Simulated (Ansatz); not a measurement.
PbO2 as a 1T monolayer, relaxed with r2SCAN in the PAW code Ansatz. The sheet's in-plane cell has a = 3.369 Å, b = 3.369 Å (γ = 120.0°), and its outermost atoms lie 2.08 Å apart along the normal. Pb has 6 O at 2.21 Å; O has 3 Pb at 2.21 Å.

The axes x, y and z are those of this cell:
```yaml
crystal:
  lattice:
    - [3.36901, 0.00000, 0.00000]
    - [-1.68450, 2.91765, 0.00000]
    - [0.00000, 0.00000, 28.78876]
  atoms:
    - { symbol: Pb, position: [0.00000, 0.00000, 0.31262] }
    - { symbol: O, position: [0.33333, 0.66667, 0.34875] }
    - { symbol: O, position: [0.66667, 0.33333, 0.27649] }
```
Two periodic directions, a and b.

Unstrained: The r2SCAN gap is indirect, 1.727 eV (k = (0.177, 0.406, 0) to Γ), below the direct gap of 2.002 eV at Γ. With HSE06 the valence top lies at M and the conduction bottom at Γ, 2.522 eV higher; the smallest vertical gap, at Γ, is 2.740 eV. Meshes: r2SCAN 12×12×1, HSE06 6×6×1. Strains are changes of length per length, and xy shears are angles. After each strain the atoms were relaxed again with r2SCAN within the symmetry that the strain leaves, so tilts or polar shifts that break it weren't tested; points keep the names that they have in the unstrained zone. No spin polarisation and no zero-point or thermal motion; the cell was built from a prototype and may be hypothetical.

Q: Estimate what uniaxial +4.0 % along y, other directions held does to the gap.

A: r2SCAN: the gap goes from 1.727 to 1.451 eV (-0.276 eV); the edges go from (0.177, 0.406, 0) → Γ to (0.188, 0.406, 0) → Γ. HSE06: the gap goes from 2.522 to 2.145 eV (-0.377 eV). The r2SCAN energy rises by 14.5 meV an atom.

Q: Apply in-plane biaxial -3.0 %. How far does the gap move, against the unstrained cell?

A: r2SCAN: the gap goes from 1.727 to 2.133 eV (+0.406 eV); the edges go from (0.177, 0.406, 0) → Γ to (1/8, 0.438, 0) → Γ. HSE06: the gap goes from 2.522 to 2.943 eV (+0.421 eV). The r2SCAN energy rises by 27.4 meV an atom.

Q: Apply in-plane biaxial -0.5 %. How far does the gap move, against the unstrained cell?

A: r2SCAN: the gap goes from 1.727 to 1.797 eV (+0.070 eV); the edges go from (0.177, 0.406, 0) → Γ to (1/6, 0.417, 0) → Γ. HSE06: the gap goes from 2.522 to 2.597 eV (+0.075 eV). The r2SCAN energy rises by 0.7 meV an atom.

Q: Estimate what xy shear, engineering strain (angle) +2.0 % does to the gap.

A: r2SCAN: the gap goes from 1.727 to 1.725 eV (-0.002 eV); the edges go from (0.177, 0.406, 0) → Γ to (0.427, 1/6, 0) → Γ. HSE06: the gap goes from 2.522 to 2.483 eV (-0.039 eV). The r2SCAN energy rises by 1.2 meV an atom.

Spin-orbit coupling is left out; in compounds of Pb, Bi, Tl or Hg it can lower a gap by up to about 1 eV, split its edges or invert the bands.

Where an edge lies off the special points, it is a point of the mesh or the k point where a search put PBE's edge or least direct gap, reused for the other functionals, whose own edges may lie a little apart.

Coordinates of k points refer to the reciprocal vectors of the primitive cell of the runs.

The meshes of the hybrids are coarse, so their gaps aren't converged to the digits shown.
